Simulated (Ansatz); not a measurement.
Theory: Ansatz 0.2.0, DFT, LDA (PW92), plane waves (420 eV) with PAW, scalar-relativistic. The PAW files were generated under PBE, with cores re-solved for the functional.

An element in the dhcp structure gives this curve. The cell is scaled uniformly from the relaxed one, with fractional coordinates and shape fixed. Energies are extrapolated to zero smearing, pressures are those at the given smearing. Magnetic state: spin not included.

```csv
V (Å³/atom),E − E₀ (meV/atom),P (GPa)
26.019,67.5,7.03
27.202,27.3,4.28
28.385,5.8,1.97
29.568,0.1,0.02
30.750,7.6,-1.63
31.933,26.4,-3.02
33.116,54.7,-4.20
```

(1) Which element is it?
A. antimony
B. yttrium
C. lanthanum
D. sodium

Answers

(1) B. Its fit is V₀ = 29.45 Å³/atom, B₀ = 46 GPa, B₀′ = 3.2.
